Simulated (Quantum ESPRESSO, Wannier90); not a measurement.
# Wannier functions of Ga2BiAs (P-4m2)

```xyz
4
Lattice="4.3001 0.0000 0.0000 0.0000 4.3001 0.0000 0.0000 0.0000 6.1459" Properties=species:S:1:pos:R:3 pbc="T T T"
Ga     2.1501     0.0000    -1.6856
Ga     0.0000     2.1501     1.6856
Bi     0.0000     0.0000     0.0000
As     2.1501     2.1501     3.0729
```

Materials Project entry mp-1018076; symmetrised, unrelaxed at this level. Not found in the COD (Crystallography Open Database) copy used; not checked further. Level: PBEsol, no spin polarisation, no spin-orbit coupling; pw.x of Quantum ESPRESSO at 68 Ry with PseudoDojo potentials, 6×6×4 k-points, Wannier90. Density: 8×8×6 mesh, cold smearing 0.01 Ry. Spin-orbit coupling is left out although heavy elements are present.

Base run: 16 functions from bands 21-46 of the 46 computed, start hydrogen-like Ga: s;p; Bi: s;p; As: s;p, centres 0.05 Å off the atoms, frozen window up to 1.50 eV relative to the Fermi level, outer window open. One thing is changed at a time; window edges are relative to the Fermi level. The misfit compares interpolated bands with pw.x on a high-symmetry path, for states up to 1.0 eV relative to the Fermi level. Converged means that the tolerances were met: symmetric starts can stop on a saddle, which shows as a larger Ω_OD at equal Ω_I and can move the misfit too.

```tsv
setting	functions	frozen to (eV)	Ω_I (Å²)	Ω_D (Å²)	Ω_OD (Å²)	rms misfit (meV)	worst (meV)	ended
base	16	1.50	26.84	0.03	3.48	6.7	105	converged
frozen window to 5.50 eV	16	5.50	40.22	0.20	7.24	7.3	39	converged
frozen window to 0.50 eV	16	0.50	25.22	0.02	3.41	94	804	converged
frozen window to -1.50 eV	16	-1.50	24.85	0.01	3.32	111	799	converged
no frozen window	16	none	24.32	0.01	3.44	165	1087	converged
outer window to 9.50 eV	16	1.50	36.36	0.10	4.95	5.9	37	converged
outer window to 14.20 eV	16	1.50	26.86	0.03	3.47	6.6	103	converged
```
